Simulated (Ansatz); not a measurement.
Relaxed-ion elastic tensor of Au (fcc (Cu type), space group No. 225) in GPa (Voigt order), PBEsol (plane waves, PAW; program Ansatz); density 19.24 g/cm³, 17.00 Å³ per atom.

```json
[
 {"": "1", "1": "194", "2": "167", "3": "167", "4": "0.0", "5": "0.0", "6": "0.0"},
 {"": "2", "1": "167", "2": "194", "3": "167", "4": "0.0", "5": "0.0", "6": "0.0"},
 {"": "3", "1": "167", "2": "167", "3": "194", "4": "0.0", "5": "0.0", "6": "0.0"},
 {"": "4", "1": "0.0", "2": "0.0", "3": "0.0", "4": "35.7", "5": "0.0", "6": "0.0"},
 {"": "5", "1": "0.0", "2": "0.0", "3": "0.0", "4": "0.0", "5": "35.7", "6": "0.0"},
 {"": "6", "1": "0.0", "2": "0.0", "3": "0.0", "4": "0.0", "5": "0.0", "6": "35.7"}
]
```

Q: Is the crystal mechanically stable?

A: Yes: the smallest eigenvalue of C is 27.3 GPa.

Q: Work out the Voigt, Reuss and Hill averages.

A: K_V = 176, K_R = 176, K_H = 176; G_V = 26.9, G_R = 21.7, G_H = 24.3 GPa.

Q: Give Young's modulus, Poisson's ratio, Pugh's ratio and the universal anisotropy index.

A: E = 9KG/(3K + G) = 69.6 GPa; ν = 0.43; K/G = 7.24 (ductile by the Pugh limit of 1.75); A_U = 5G_V/G_R + K_V/K_R − 6 = 1.20.

Q: Estimate the sound speeds and the Debye temperature.

A: v_l = √((K + 4G/3)/ρ) = 3290 m/s, v_t = √(G/ρ) = 1120 m/s, mean 1280 m/s; Θ = (h/k)(3n/4πV)^(1/3) v_m = 148 K.

Q: Give the Zener ratio and Young's modulus along [100], [110] and [111].

A: A = 2C44/(C11 − C12) = 2.62; 1/E = S11 − 2(S11 − S12 − S44/2)Γ with Γ = 0, 1/4, 1/3 gives 39.9, 72.7, 100 GPa.

Q: Solve the Christoffel equation for the three sound speeds along [100], [110], [111].

A: Eigenvalues of C_ijkl n_j n_l equal ρv². In km/s, slowest first: [100] 1.36, 1.36, 3.17; [110] 0.84, 1.36, 3.35; [111] 1.04, 1.04, 3.41.

Space group Fm-3m (fcc (Cu type)). The PBEsol relaxation kept the symmetry of its start; phonons on a q-mesh show no instability. As this level gives no gap, shear constants depend on the k-mesh and smearing (Fermi–Dirac, 0.1 eV here). Spin–orbit coupling is left out wherever it is not named.

Potentials: the earlier of the program's two PAW sets.
